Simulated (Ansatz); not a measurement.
**Does this entry for KLiB₂H₈ lie near equilibrium?**

The cell is a COD entry, taken as it stands.

```yaml
crystal:
  lattice:
    - [7.91337, 0.00000, 0.00000]
    - [0.00000, 4.49067, 0.00000]
    - [0.00000, 0.00000, 13.84396]
  atoms:
    - { symbol: K, position: [0.33814, 0.25000, 0.86851] }
    - { symbol: K, position: [0.16186, 0.75000, 0.36851] }
    - { symbol: K, position: [0.83814, 0.25000, 0.63149] }
    - { symbol: K, position: [0.66186, 0.75000, 0.13149] }
    - { symbol: Li, position: [0.18850, 0.25000, 0.13490] }
    - { symbol: Li, position: [0.31150, 0.75000, 0.63490] }
    - { symbol: Li, position: [0.68850, 0.25000, 0.36510] }
    - { symbol: Li, position: [0.81150, 0.75000, 0.86510] }
    - { symbol: B, position: [0.25080, 0.25000, 0.54600] }
    - { symbol: B, position: [0.24920, 0.75000, 0.04600] }
    - { symbol: B, position: [0.75080, 0.25000, 0.95400] }
    - { symbol: B, position: [0.74920, 0.75000, 0.45400] }
    - { symbol: B, position: [0.92920, 0.25000, 0.23970] }
    - { symbol: B, position: [0.57080, 0.75000, 0.73970] }
    - { symbol: B, position: [0.42920, 0.25000, 0.26030] }
    - { symbol: B, position: [0.07080, 0.75000, 0.76030] }
    - { symbol: H, position: [0.97600, 0.45200, 0.20570] }
    - { symbol: H, position: [0.52400, 0.54800, 0.70570] }
    - { symbol: H, position: [0.47600, 0.04800, 0.29430] }
    - { symbol: H, position: [0.02400, 0.95200, 0.79430] }
    - { symbol: H, position: [0.02400, 0.54800, 0.79430] }
    - { symbol: H, position: [0.47600, 0.45200, 0.29430] }
    - { symbol: H, position: [0.52400, 0.95200, 0.70570] }
    - { symbol: H, position: [0.97600, 0.04800, 0.20570] }
    - { symbol: H, position: [0.32400, 0.45600, 0.52880] }
    - { symbol: H, position: [0.17600, 0.54400, 0.02880] }
    - { symbol: H, position: [0.82400, 0.04400, 0.97120] }
    - { symbol: H, position: [0.67600, 0.95600, 0.47120] }
    - { symbol: H, position: [0.67600, 0.54400, 0.47120] }
    - { symbol: H, position: [0.82400, 0.45600, 0.97120] }
    - { symbol: H, position: [0.17600, 0.95600, 0.02880] }
    - { symbol: H, position: [0.32400, 0.04400, 0.52880] }
    - { symbol: H, position: [0.78900, 0.25000, 0.21800] }
    - { symbol: H, position: [0.71100, 0.75000, 0.71800] }
    - { symbol: H, position: [0.28900, 0.25000, 0.28200] }
    - { symbol: H, position: [0.21100, 0.75000, 0.78200] }
    - { symbol: H, position: [0.20600, 0.25000, 0.61400] }
    - { symbol: H, position: [0.29400, 0.75000, 0.11400] }
    - { symbol: H, position: [0.70600, 0.25000, 0.88600] }
    - { symbol: H, position: [0.79400, 0.75000, 0.38600] }
    - { symbol: H, position: [0.14000, 0.25000, 0.49800] }
    - { symbol: H, position: [0.36000, 0.75000, 0.99800] }
    - { symbol: H, position: [0.64000, 0.25000, 0.00200] }
    - { symbol: H, position: [0.86000, 0.75000, 0.50200] }
    - { symbol: H, position: [0.96000, 0.25000, 0.31600] }
    - { symbol: H, position: [0.54000, 0.75000, 0.81600] }
    - { symbol: H, position: [0.46000, 0.25000, 0.18400] }
    - { symbol: H, position: [0.04000, 0.75000, 0.68400] }
```

Sites (sets of like atoms) are named by element and the number of their first atom in this list.

All values are calculated (Ansatz; DFT, PBE, plane waves and PAW, scalar-relativistic, 420 eV cutoff, Γ-centred 4×6×2 k-points, Fermi–Dirac smearing 0.02 eV), not measured.

(1) Do the atoms and the cell lie near the calculated equilibrium?

Answers

(1) No. The largest force is 7.7 eV/Å, on atom 37 (H: 1 B at 1.01 Å), and the pressure is 13.2 GPa. Such values can come from a cell under pressure, imprecise or misplaced coordinates, missing atoms or a wrong setting of the space group; the run alone doesn't tell which, and gradients calculated on this entry can't be taken for those of the compound at ambient conditions.
